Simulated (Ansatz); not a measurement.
The cell below belongs to a search over invented structures; it isn't taken from experiment.

Input and command of a plane-wave DFT calculation in Ansatz:

```yaml
crystal:
  lattice:
    - [5.28676026, 0.0, 0.0]
    - [-2.64338013, 4.57846869, 0.0]
    - [0.0, 0.0, 4.49018418]
  atoms:
    - { symbol: Lu, position: [0.0, 0.0, 0.5] }
    - { symbol: Al, position: [0.48675379, 0.51324621, 0.5] }
    - { symbol: Al, position: [0.48675379, 0.97350758, 0.5] }
    - { symbol: Al, position: [0.02649242, 0.51324621, 0.5] }
    - { symbol: "N", position: [0.66666667, 0.33333333, 0.5] }
    - { symbol: "N", position: [0.17595394, 0.82404606, 0.5] }
    - { symbol: "N", position: [0.17595394, 0.35190787, 0.5] }
    - { symbol: "N", position: [0.64809213, 0.82404606, 0.5] }
basis:
  ecutwfc: 420
kpoints:
  mp_grid: { grid: [3, 3, 3] }
hamiltonian:
  xc: pbe
scf:
  occupations: { method: gaussian, width: 0.15 }
  lower_state_search: "off"
output:
  forces: true
  stress: true
  eigenvalues: true
relax:
  adjacent_minimum: "off"
  f_tol: 0.08
  max_steps: 16
  cell: { stress_tol: 0.8 }
```

```bash
ansatz run input.yaml --threads 1 --pin off --max-ram 2560MiB --backend cpu --events-out ev --progress --plain --runs-dir out
```

Processor: Intel(R) Xeon(R) Processor @ 2.50GHz (Skylake/Cascade Lake), 1 thread, on a host shared with other jobs.

**Question.** How long does it run, and how much memory does it take?

**Answer.** About 92 s, peak memory 0.41 GiB. It solves 35 bands at 6 k points (after reduction by symmetry) with about 3315 plane waves (on the last cell), in 110 SCF iterations over 12 ionic steps.
